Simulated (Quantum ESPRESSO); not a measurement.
## MoZnGa3RePt2 (one composition in several site orders)

Simulated, not a measurement. The program is pw.x of Quantum ESPRESSO 7.5 (plane-wave density functional theory). The cell is made up: eight metal atoms on a face-centred cubic lattice, with elements, volume, strain and displacements drawn at random and not relaxed, so it may be unstable or far from any real phase. PseudoDojo standard norm-conserving files set the functional (PBE unless stated); there is no spin polarisation or spin-orbit coupling, the Fermi-Dirac width of 0.25 eV means electrons at about 2900 K, and the masses in the input are unused placeholders. Heavy elements are run without spin-orbit coupling, which real alloys of them have. A spin test at this wide smearing found no moment, but such smearing suppresses magnetism that the real alloy may have.

The runs put one composition on the sites in different orders. Cell, positions, cutoff, mesh and smearing stay as in the input of run 1; sites are counted in its order. Stress in the tables is positive in tension.

Input of run 1:

```
&control calculation='scf', pseudo_dir='./dojo.nc.sr.pbe.v0_5.standard.upf', outdir='./o', disk_io='minimal', tprnfor=.true., tstress=.true. /
&system ibrav=0, nat=8, ntyp=5, nbnd=75, ecutwfc=84.00895049, nosym=.true., tot_charge=0,
 occupations='smearing', smearing='fd', degauss=0.0183746611
/
&electrons conv_thr=1.470e-08, electron_maxstep=70, mixing_beta=0.5 /
ATOMIC_SPECIES
Ga 1.0 Ga.upf
Mo 1.0 Mo.upf
Pt 1.0 Pt.upf
Re 1.0 Re.upf
Zn 1.0 Zn.upf
CELL_PARAMETERS angstrom
2.0076 4.0567 2.0614
2.0633 -4.0763 2.0451
2.011 -0.0262 -6.1353
ATOMIC_POSITIONS angstrom
Mo 0.0544 -0.0067 -0.0244
Zn 2.0305 -2.0385 0.0662
Ga 2.0329 0.0112 -2.0553
Re 4.1065 -2.0763 -2.0455
Ga 2.0365 -0.0771 2.0355
Ga 2.0627 2.0545 0.0405
Pt 4.0905 0.0095 0.0159
Pt 4.0042 1.9611 -2.0245
K_POINTS automatic
5 5 4 1 1 1
```

| run | elements on sites 1 to 8 | free energy less that of run 1 (eV) | -TS (eV) | pressure (GPa) | stress xx (GPa) | stress yy (GPa) | stress zz (GPa) | stress yz (GPa) | stress xz (GPa) | stress xy (GPa) | iterations |
| --- | --- | --- | --- | --- | --- | --- | --- | --- | --- | --- | --- |
| 1 | Mo Zn Ga Re Ga Ga Pt Pt | 0.000 | -1.248 | -13.57 | 14.40 | 12.13 | 14.18 | 1.32 | -0.62 | 0.25 | 14 |
| 2 | Mo Pt Pt Ga Ga Ga Re Zn | 0.140 | -1.298 | -13.42 | 14.32 | 11.58 | 14.35 | 0.94 | -2.03 | 0.80 | 14 |
| 3 | Ga Mo Zn Ga Ga Pt Re Pt | 0.065 | -1.217 | -13.07 | 12.38 | 14.46 | 12.39 | 2.01 | -2.69 | 1.74 | 13 |
| 4 | Ga Pt Ga Mo Ga Zn Re Pt | 0.219 | -1.292 | -13.18 | 13.04 | 13.46 | 13.04 | 0.58 | 0.93 | 0.14 | 12 |
| 5 | Re Mo Zn Ga Pt Pt Ga Ga | -0.032 | -1.169 | -12.89 | 12.04 | 14.56 | 12.06 | -1.16 | -3.73 | -1.02 | 14 |
| 6 | Zn Ga Re Ga Mo Ga Pt Pt | 0.305 | -1.312 | -13.29 | 14.65 | 10.15 | 15.06 | -0.71 | -2.17 | -1.86 | 13 |

Forces Fx Fy Fz (eV/Å):

| site | run 1 | run 2 | run 3 | run 4 | run 5 | run 6 |
| --- | --- | --- | --- | --- | --- | --- |
| 1 | -0.92 0.04 0.92 | -1.06 0.08 0.98 | -0.16 0.05 0.13 | -0.67 0.08 0.63 | 0.16 -0.04 -0.22 | -0.24 0.04 0.18 |
| 2 | 0.26 -0.04 -0.36 | 0.04 -0.01 -0.12 | 0.65 -0.10 -0.78 | 0.30 -0.01 -0.42 | -0.46 -0.04 0.33 | 0.16 -0.13 -0.24 |
| 3 | 0.23 -0.04 -0.09 | 0.19 -0.13 -0.08 | -0.13 -0.13 0.26 | 0.28 -0.07 -0.21 | -0.29 -0.12 0.40 | 0.40 -0.35 -0.45 |
| 4 | 0.68 0.15 -0.79 | -0.64 0.05 0.66 | -0.52 0.03 0.58 | -0.88 -0.02 0.57 | 0.28 0.09 -0.31 | -0.35 0.02 0.31 |
| 5 | -0.40 0.12 0.47 | 0.37 0.17 -0.29 | 0.65 0.20 -0.44 | 0.33 0.14 -0.23 | -0.18 0.21 0.40 | -0.53 0.32 0.81 |
| 6 | -0.10 -0.18 0.03 | 0.49 -0.15 -0.47 | -0.05 -0.03 -0.04 | 0.13 -0.10 -0.18 | 0.36 -0.12 -0.46 | 0.49 -0.15 -0.59 |
| 7 | -0.16 -0.21 0.15 | 0.64 -0.08 -0.79 | -0.56 -0.07 0.44 | 1.03 -0.08 -0.80 | -0.35 -0.09 0.26 | -0.11 -0.03 0.14 |
| 8 | 0.42 0.15 -0.34 | -0.04 0.07 0.11 | 0.13 0.05 -0.15 | -0.53 0.06 0.63 | 0.48 0.10 -0.40 | 0.19 0.28 -0.16 |

The sites are displaced and not relaxed, so the energy differences mix bonding between neighbours with strain and are not ordering energies. A rerun of one cell of this series at a higher cutoff and on a denser mesh moved values by no more than 0.003 eV in energy, 0.04 GPa in stress and 0.005 eV/Å in force, and a second program with other atomic files agreed on that cell to 2 % rms in force and 0.5 GPa in pressure.